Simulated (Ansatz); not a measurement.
Values for one crystal, relaxed and computed with LDA (plane waves, PAW; program Ansatz); other levels are named.

| Property | Result |
|---|---|
| Volume per atom | 13.06 Å³ |
| Electronic character | metallic (no gap) |
| Zone-centre stability | no imaginary mode at Γ |
| Highest zone-centre frequency | 439 cm⁻¹ |
| Density of states at the Fermi level | 0.08 states/eV per atom (mean over ±0.08 eV) |
| Bulk modulus (Birch–Murnaghan fit) | 224 GPa |
| Pressure derivative B′ | 4.4 |

Q: Which compound is it?
(A) Si2Mo, MoSi2 or CaC2 type
(B) HgTe, zinc blende
(C) CuO, P4_2/mmc (Cu on 2d, O on 2f)
(D) Bi2Se3, R-3m (Bi on 6c, Se on 3a, Se on 6c)

A: A, Si2Mo, MoSi2 or CaC2 type

Space group I4/mmm (MoSi2 or CaC2 type). The LDA relaxation kept the symmetry of its start. No spin polarisation was allowed. As this level gives no gap, phonon frequencies hold no LO–TO term and depend on the k-mesh and smearing (Fermi–Dirac, 0.1 eV here). Scalar-relativistic: spin–orbit coupling is off unless named, which matters more the heavier the elements.

Potentials: the later of the program's two PAW sets.
